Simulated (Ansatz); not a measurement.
A geometry of Ag away from equilibrium: the start of the relaxation of a relaxed Ag cell, doubled along one cell vector, shaken by Gaussian noise of σ = 0.08 Å a coordinate. These are r2SCAN (plane waves to 500 eV, PAW, scalar-relativistic; Ansatz, a quantum-chemistry and plane-wave program) values and carry that method's errors. Γ-centred k-mesh 5×9×9 on the run's cell (coarser than for final values), Fermi–Dirac smearing 0.05 eV.

```xyz
4
Lattice="0.0000 6.0972 6.0972 3.0486 0.0000 3.0486 3.0486 3.0486 0.0000" Properties=species:S:1:pos:R:3:forces:R:3 pbc="T T T" free_energy=-30412.239 pressure_GPa=1.6
Ag     4.6065     4.5462     4.6271   -0.0372    0.5853   -0.4520
Ag     4.5216     7.6601     7.4191    0.6402    0.6297    1.4609
Ag     3.0808     3.1606     3.0449    0.2765   -0.8303    0.2194
Ag     3.1439     6.0913     6.1747   -0.8795   -0.3847   -1.2283
```

Positions in Å, forces in eV/Å, free energy of the cell in eV (comparable only within this code, potentials and settings). Largest force: 1.71 eV/Å, on Ag2 (atoms numbered as listed); the geometry lies 0.95 eV/atom above the end of its relaxation.

No spin polarisation in the result.

Of the parent cell (Fd-3m (No. 227)): it is a generated cell of Ag: the first start was made by placing the elements on the sites of a structure type, and the end was not matched to a known phase here, so it may be hypothetical. Known forms of Ag include space group No. 225.
